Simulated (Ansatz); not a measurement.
GaP (rock salt, space group No. 225) at seven volumes, PBE (plane waves, PAW; program Ansatz), scaled uniformly. One row is withheld.

```csv
V (Å³/atom),P (GPa)
15.604,10.37
16.119,6.31
16.633,2.89
17.147,0.00
17.662,-2.43
18.176,?
18.691,-6.19
```

Problem. Fit the shown pressures and predict the withheld one.

Solution. P = (3/2)B₀(x^(7/2) − x^(5/2))[1 + (3/4)(B′ − 4)(x − 1)] with x = (V₀/V)^(2/3). Least squares on the six rows gives V₀ = 17.148 Å³/atom, B₀ = 88.0 GPa, B′ = 4.71. At V = 18.176, x = 0.9619 and P = -4.47 GPa. The run itself gave -4.48 GPa.

Space group Fm-3m (rock salt). The start of the workflow was typed in or built on a structure type; neither database checked (COD, Materials Project) lists it. It is not the phase usual at ambient conditions (space group No. 216). Symmetry was held in the PBE relaxation; its stability against distortions is not shown here. Spin–orbit coupling is left out wherever it is not named.

Potentials: the later of the program's two PAW sets.
